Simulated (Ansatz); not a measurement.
Ir: computed DOS

```cif
data_structure
_symmetry_space_group_name_H-M 'Fm-3m'
_symmetry_Int_Tables_number 225
_cell_length_a 3.8394
_cell_length_b 3.8394
_cell_length_c 3.8394
_cell_angle_alpha 90.000
_cell_angle_beta 90.000
_cell_angle_gamma 90.000
_cell_volume 56.60
loop_
_atom_site_label
_atom_site_type_symbol
_atom_site_symmetry_multiplicity
_atom_site_Wyckoff_symbol
_atom_site_fract_x
_atom_site_fract_y
_atom_site_fract_z
_atom_site_occupancy
Ir1 Ir 4 a 0.00000 0.00000 0.00000 1
```

The runs use the primitive cell with vectors (0.000, 1.920, 1.920), (1.920, 0.000, 1.920), (1.920, 1.920, 0.000) Å, to which the k mesh refers.

The geometry is COD entry 9008470, unchecked; take it as a test cell.

Spin–orbit coupling is left out, though it moves levels of the heavy atoms by tenths of an eV or more.

Theory: Ansatz 0.2.0, DFT, PBEsol, all-electron LAPW, scalar-relativistic.

Sampling and basis: a Γ-centred 15×15×15 k mesh, Fermi–Dirac smearing of 0.05 eV, basis error target 0.5 meV/atom, no spin polarisation.

States per eV and cell, averaged over 0.4 eV, from -9.8 to 5.6 eV, with energies (bin centres) from the Fermi level; empty bins are left out. The partial columns, the largest 2 alone, are projections on Löwdin-orthogonalised atomic shells (those that the program's projection atoms carry: the occupied ones and, for some elements, an empty d or f shell; other empty shells have no column), summed over atoms of an element. Weights on diffuse s and p shells depend on that basis and aren't pure angular character.

| E (eV) | total | Ir 5d | Ir 6s |
| --- | --- | --- | --- |
| -9.7 | 0.08 | 0.00 | 0.08 |
| -9.3 | 0.11 | 0.01 | 0.10 |
| -8.9 | 0.14 | 0.02 | 0.12 |
| -8.5 | 0.19 | 0.04 | 0.15 |
| -8.1 | 0.42 | 0.19 | 0.22 |
| -7.7 | 0.75 | 0.48 | 0.27 |
| -7.3 | 1.08 | 0.80 | 0.27 |
| -6.9 | 1.24 | 1.04 | 0.19 |
| -6.5 | 1.14 | 1.02 | 0.11 |
| -6.1 | 0.88 | 0.82 | 0.05 |
| -5.7 | 0.94 | 0.90 | 0.02 |
| -5.3 | 1.05 | 1.00 | 0.03 |
| -4.9 | 1.07 | 1.00 | 0.05 |
| -4.5 | 1.32 | 1.20 | 0.08 |
| -4.1 | 1.43 | 1.29 | 0.09 |
| -3.7 | 1.77 | 1.63 | 0.09 |
| -3.3 | 1.34 | 1.21 | 0.08 |
| -2.9 | 1.06 | 0.95 | 0.06 |
| -2.5 | 0.90 | 0.81 | 0.04 |
| -2.1 | 1.04 | 0.96 | 0.04 |
| -1.7 | 1.27 | 1.19 | 0.04 |
| -1.3 | 0.90 | 0.84 | 0.03 |
| -0.9 | 0.88 | 0.83 | 0.03 |
| -0.5 | 0.84 | 0.80 | 0.02 |
| -0.1 | 0.88 | 0.84 | 0.02 |
| 0.3 | 1.14 | 1.09 | 0.03 |
| 0.7 | 1.59 | 1.53 | 0.04 |
| 1.1 | 0.86 | 0.80 | 0.04 |
| 1.5 | 0.36 | 0.28 | 0.05 |
| 1.9 | 0.27 | 0.17 | 0.06 |
| 2.3 | 0.27 | 0.15 | 0.07 |
| 2.7 | 0.28 | 0.13 | 0.08 |
| 3.1 | 0.27 | 0.11 | 0.09 |
| 3.5 | 0.27 | 0.10 | 0.09 |
| 3.9 | 0.27 | 0.08 | 0.10 |
| 4.3 | 0.27 | 0.07 | 0.10 |
| 4.7 | 0.25 | 0.05 | 0.10 |
| 5.1 | 0.25 | 0.04 | 0.10 |
| 5.5 | 0.24 | 0.03 | 0.10 |

**Question.** Which of the resolved shells contributes most within 0.3 eV of the Fermi level?

**Answer.** Ir 5d, with 96 % of all states there; Ir 6s follows with 3 %.

**Question.** Where is the centre of the filled Ir 5d states between -14 eV and the top of the filled states?

**Answer.** -3.99 eV from the Fermi level.
